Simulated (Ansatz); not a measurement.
CuSe:
```
CuSe
1.0
    3.98484     0.00000     0.00000
   -1.99242     3.45097     0.00000
    0.00000     0.00000    17.35956
Cu Se
6 6
Direct
  0.33333   0.66667   0.75000
  0.66667   0.33333   0.25000
  0.33333   0.66667   0.10798
  0.66667   0.33333   0.60798
  0.33333   0.66667   0.39202
  0.66667   0.33333   0.89202
  0.33333   0.66667   0.25000
  0.66667   0.33333   0.75000
  0.00000   0.00000   0.06924
  0.00000   0.00000   0.56924
  0.00000   0.00000   0.43076
  0.00000   0.00000   0.93076
```

Relaxed with r²SCAN. Special points in fractions of this cell's reciprocal vectors: Γ (0.000, 0.000, 0.000); M (0.500, 0.000, 0.000); K (0.333, 0.333, 0.000); A (0.000, 0.000, 0.500); L (0.500, 0.000, 0.500); H (0.333, 0.333, 0.500).

Task: List the band energies nearest the Fermi level at these points for DFT-r²SCAN in the program Ansatz with PAW potentials.

Result: In eV from the Fermi level; about four levels below and three above (degenerate sets whole), none deeper than 8.9 eV; points with the same levels are listed once.

| k | below | above |
|---|---|---|
| Γ | -0.40 -0.40 -0.35 -0.35 | 0.41 0.41 0.54 |
| M | -0.78 -0.70 -0.34 -0.30 | 1.51 1.69 3.23 |
| K | -1.10 -1.10 -0.58 -0.58 | 1.73 2.08 4.10 4.10 |
| A | -0.37 -0.37 -0.37 -0.37 | 0.51 0.51 0.51 0.51 |
| L | -0.69 -0.69 -0.43 -0.43 | 1.64 1.64 3.34 3.34 |
| H | -1.18 -1.18 -0.51 -0.51 | 1.90 1.90 3.77 3.77 |

Space group P6_3/mmc. The workflow started from an entry of the Crystallography Open Database (COD). Whether it is the stable phase at ambient conditions was not checked. The r²SCAN relaxation kept the symmetry of its start; whether a distortion lowers the energy is not shown. The run is not spin-polarised. Scalar-relativistic: spin–orbit coupling is off unless named, which matters more the heavier the elements.

Potentials: the later of the program's two PAW sets.
